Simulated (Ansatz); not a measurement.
Total density of states per atom from r²SCAN (plane waves, PAW; program Ansatz), in 0.25 eV bins, energy from the Fermi level:

```
E (eV)  states/eV/atom
------  --------------
-7.85             0.32
-7.60             0.46
-7.35             0.29
-7.10             0.04
-6.85             0.00
-6.60             0.00
-6.35             0.00
-6.10             0.00
-5.85             0.00
-5.60             0.00
-5.35             0.00
-5.10             0.00
-4.85             0.03
-4.60             0.10
-4.35             0.24
-4.10             0.33
-3.85             0.38
-3.60             0.45
-3.35             0.34
-3.10             0.25
-2.85             0.35
-2.60             0.49
-2.35             0.53
-2.10             0.64
-1.85             0.61
-1.60             0.68
-1.35             1.23
-1.10             1.30
-0.85             1.31
-0.60             1.62
-0.35             1.49
-0.10             0.69
0.15              0.80
0.40              1.33
0.65              1.84
0.90              0.88
1.15              0.99
1.40              0.82
1.65              1.52
1.90              1.47
2.15              1.91
2.40              2.00
```

### Question
Pick the material that matches.
(A) Ti3Tl, I4/mmm (Ti on 4d, Ti on 2b, Tl on 2a)
(B) Ti2AlGe3, Amm2 (Pearson symbol oS12)
(C) TiH2, I4/mmm (Ti on 2a, H on 4d)
(D) TiNi, P2_1/m (Ti on 2e, Ni on 2e)

### Answer
A, Ti3Tl, I4/mmm (Ti on 4d, Ti on 2b, Tl on 2a). Within 0.5 eV of the Fermi level: Ti 3d 88 %, Tl 6p 5 %. Projections are on Löwdin-orthogonalised atomic valence shells; empty p or d shells of many metals are not among them.

The first step of the workflow began from a Materials Project structure, measured or hypothetical; the Crystallography Open Database copy checked does not list it. With Ti and Tl taken as one species the cell has the higher symmetry I4/mmm, so it may be an ordered model of a mixed-site phase. Whether it is the stable phase at ambient conditions was not checked. Symmetry was held in the r²SCAN relaxation; its stability against distortions is not shown here. No spin polarisation was allowed. Scalar-relativistic: spin–orbit coupling is off unless named, which matters more the heavier the elements.

Potentials: the later of the program's two PAW sets.
